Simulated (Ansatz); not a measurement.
# ZrCd2F6 single point

The input, for Ansatz 0.2.0 (plane waves, PAW):

```yaml
crystal:
  lattice:
    - [5.571764, 0.0, 0.0]
    - [-2.785882, 4.825292, 0.0]
    - [0.0, 0.0, 4.359724]
  atoms:
    - { symbol: F, position: [0.167, 0.833, 0.206] }
    - { symbol: F, position: [0.167, 0.334, 0.206] }
    - { symbol: F, position: [0.666, 0.833, 0.206] }
    - { symbol: F, position: [0.833, 0.167, 0.794] }
    - { symbol: F, position: [0.334, 0.167, 0.794] }
    - { symbol: F, position: [0.833, 0.666, 0.794] }
    - { symbol: Cd, position: [0.3333, 0.6667, 0.691] }
    - { symbol: Cd, position: [0.6667, 0.3333, 0.309] }
    - { symbol: Zr, position: [0.0, 0.0, 0.0] }
  symmetry: { tolerance: 0.0003 }
kpoints:
  mp_grid: { grid: [7, 7, 8], shift: [0, 0, 0] }
  band_path:
    path:
      - [0.0, 0.0, 0.0]
      - [0.5, 1.5e-07, 0.0]
      - [0.33333333, 0.33333348, 0.0]
      - [0.0, 0.0, 0.0]
      - [0.0, 0.0, 0.5]
      - [0.5, 1.5e-07, 0.5]
      - [0.33333333, 0.33333348, 0.5]
      - [0.0, 0.0, 0.5]
      - [0.5, 1.5e-07, 0.5]
      - [0.5, 1.5e-07, 0.0]
      - [0.33333333, 0.33333348, 0.5]
    npoints: 6
magnetization:
  spin_polarized: false
scf:
  occupations: { method: fermi_dirac }
  lower_state_search: "off"
  max_iter: 200
hamiltonian:
  pseudopotentials: { kind: paw }
  xc: r2scan
basis:
  ecutwfc: 500
  fft_grid_basis: typed
output:
  forces: true
  stress: true
  eigenvalues: true
  bader: true
  populations: true
  elf: true
  write_potential: true
  volumetric_format: npy
  dos:
    e_range: [-12, 8]
    de: 0.05
    projected: { site_lists: { Cd: [Cd], F: [F], Zr: [Zr] } }
checkpoint:
  read: saved_state
```

The saved state is an earlier solution for the same cell, perhaps on another mesh. 

Parts of the output:

```
SCF iter   1: F=-25593.9827 eV  Δρ=1.37e-3  dr2=7.97e-4  dr2_τ=4.53e-4
SCF iter   2: F=-25593.9828 eV  Δρ=7.86e-4  dr2=5.06e-4  dr2_τ=4.52e-5
SCF iter   3: F=-25593.9831 eV  Δρ=1.36e-4  dr2=8.96e-6  dr2_τ=4.73e-6
SCF iter   4: F=-25593.9831 eV  Δρ=3.18e-5  dr2=7.19e-7  dr2_τ=1.93e-7
SCF iter   5: F=-25593.9831 eV  Δρ=8.72e-6  dr2=6.83e-8  dr2_τ=1.34e-8
Free energy (F): -25593.9831 eV
Harris-Foulkes:  -25593.9831 eV  (|F-HF|=6.20e-9)
Internal energy: -25593.9059 eV  (E = F + TS)
E sigma→0 (E₀):  -25593.9445 eV
Entropy (-TS):   -0.0771 eV (-8.571 meV/atom)
Fermi energy:    10.8533 eV
--- Per-component energies (eV) ---
  E_band       = -1238.9964
  E_kinetic    = 2629.3046
  E_local      = -10207.1467  (includes V_loc(G=0)·N_el)
  E_nonlocal   = 582.5146
  E_hartree    = 4347.2665
  E_xc         = -975.0549
  E_vxc        = -1409.4224  (∫ρ·V_xc dr)
  E_paw        = -12405.9618  (= ΣΔE_a)
  E_vpaw       = -1626.6668  (= ΣTr[D̂ρ^β])
  E_aug_tail   = 0.0066  (compensation charges beyond the density's cutoff)
  E_vtau       = 97.8642  (kinetic-family band-sum trace: ∫τ·v_τ [+ j·A + Jᵃ·Aᵃ] dr)
  E_ewald      = -9563.3522
  E_core_change = -1.4826  (= ΣΔE_core)
  E_smearing   = -0.0771  (= −TS)
--- Forces (eV/Å), atoms counted from 1 ---
  atom   1  F      3.8987    -2.2509     3.4486
  atom   2  F      0.0000     4.5018     3.4486
  atom   3  F     -3.8987    -2.2509     3.4486
  atom   4  F     -3.8987     2.2509    -3.4486
  atom   5  F      3.8987     2.2509    -3.4486
  atom   6  F      0.0000    -4.5018    -3.4486
  atom   7  Cd     0.0000     0.0000    -0.3992
  atom   8  Cd     0.0000     0.0000     0.3992
  atom   9  Zr     0.0000     0.0000     0.0000
--- Stress (GPa, compression-positive) ---
       36.7880       0.0000       0.0000
        0.0000      36.7880       0.0000
        0.0000       0.0000      29.5591
  P = ⅓ Tr σ = 34.3783 GPa (343.783 kbar)
--- Löwdin populations: 9 sites ---
  site symbol       q [e]
     0      F      7.5141
     1      F      7.5141
     2      F      7.5141
     3      F      7.5141
     4      F      7.5141
     5      F      7.5141
     6     Cd     19.0304
     7     Cd     19.0304
     8     Zr     10.5357
  spilling = 0.0034 (of n_electrons = 94.0000)
--- Bader charges: 9 sites ---
  site symbol  charge [e]  shift [e]
     0      F     -0.7906     0.0019
     1      F     -0.7906     0.0019
     2      F     -0.7906     0.0019
     3      F     -0.7906     0.0019
     4      F     -0.7906     0.0019
     5      F     -0.7906     0.0019
     6     Cd      0.9572     0.0000
     7     Cd      0.9572     0.0000
     8     Zr      2.8292     0.0112
```

Origin: a known structure type with other elements, at an estimated volume, so it need not be a known compound. Caveats: atoms or cell far from equilibrium.
